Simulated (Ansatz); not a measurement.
## Sn: from a starting cell to a relaxed one

The start is a generated cell, Sn built in the AFLOW prototype A_oC4_63_c (A20). The cell and all atomic positions are relaxed at zero pressure with r2SCAN (plane waves to 500 eV, PAW, scalar-relativistic; Ansatz, a first-principles code). The first steps use a coarse 11×11×6 k-mesh.

Input geometry:
```yaml
crystal:
  lattice:
    - [1.56484, -3.22876, 0.00000]
    - [1.56484, 3.22876, 0.00000]
    - [0.00000, 0.00000, 5.42621]
  atoms:
    - { symbol: Sn, position: [0.89772, 0.10228, 0.25000] }
    - { symbol: Sn, position: [0.10228, 0.89772, 0.75000] }
```

```yaml
outcome: The space group goes from Cmcm (No. 63) to P6/mmm (No. 191); the end is AFLOW prototype A_hP1_191_a (A_f, as in Sn), with 1 atom in the primitive cell
volume_change: +0.6 %, from 27.42 to 27.59 Å³/atom
Shortest distances (start → end): "The closest pairs of elements (up to four, under 3.6 Å), start → end: Sn–Sn 3.02 → 3.05 Å"
band_gap_at_the_end: zero (metallic)
optimiser_moves: 18
```

It ends as:

```cif
data_Sn
_chemical_formula_sum 'Sn1'
_space_group_name_H-M_alt 'P6/mmm'
_space_group_IT_number 191
_space_group_name_Hall '-P 6 2'
_cell_length_a 3.23266
_cell_length_b 3.23266
_cell_length_c 3.04859
_cell_angle_alpha 90.000
_cell_angle_beta 90.000
_cell_angle_gamma 120.000
loop_
_atom_site_label
_atom_site_type_symbol
_atom_site_symmetry_multiplicity
_atom_site_Wyckoff_symbol
_atom_site_fract_x
_atom_site_fract_y
_atom_site_fract_z
_atom_site_occupancy
Sn1 Sn 1 b 0.00000 0.00000 0.50000 1
```

Final values are on a 17×17×15 k-mesh of the relaxed cell. No spin polarisation in the result.

The run could not lose the symmetry of its start; a randomly shaken copy of 2 atoms returns to this structure.

The relaxed structure here is a generated cell of Sn: the first start was made by placing the elements on the sites of a structure type, and the end was not matched to a known phase here, so it may be hypothetical. Known forms of Sn include space group No. 141, 227.
